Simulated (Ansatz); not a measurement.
Notes on LaMgGa

```xyz
9
Lattice="7.7149 0.0000 0.0000 -3.8575 6.6813 0.0000 0.0000 0.0000 4.6643" Properties=species:S:1:pos:R:3 pbc="T T T"
Ga   -0.0004    4.4544    2.3321
Ga    3.8579    2.2269    2.3321
Ga    0.0000    0.0000    0.0000
Mg    1.8632    0.0000    2.3321
Mg    2.9259    5.0678    2.3321
Mg   -0.9316    1.6135    2.3321
La    4.4615    0.0000    0.0000
La    1.6267    2.8176    0.0000
La   -2.2307    3.8637    0.0000
```

The numbers come from plane-wave PAW DFT (Ansatz): r2SCAN, no spin polarisation, 500 eV, 5×5×7 Γ-centred k points, fermi-dirac occupations (width 0.1 eV). Nothing was relaxed.

**Forces.** Nearly at rest: the largest force is 0.028 eV/Å.
**Charges.** Bader charges in e: La +1.27, Mg +1.21, Ga -2.84 to -2.30. In the mean La gives up most and Ga takes most.
**Stress.** The pressure is -2.0 GPa (compression positive), so with the atoms held at these fractions the cell would first shrink.
**At the Fermi level.** It is a metal, with about 1.9 states/eV a cell as the mean within 0.25 eV of the Fermi level, mostly La d (50 %) and Ga p (33 %).
**Formation energy.** -0.54 eV an atom against the elements' usual phases (free molecules for gases, crystals otherwise, with no correction for O₂ or N₂), so it is bound against them; other compounds may still compete. Relaxing would lower it.

Origin: a database entry at a rescaled volume. Caveats: f levels without a U or exact exchange are poorly placed.
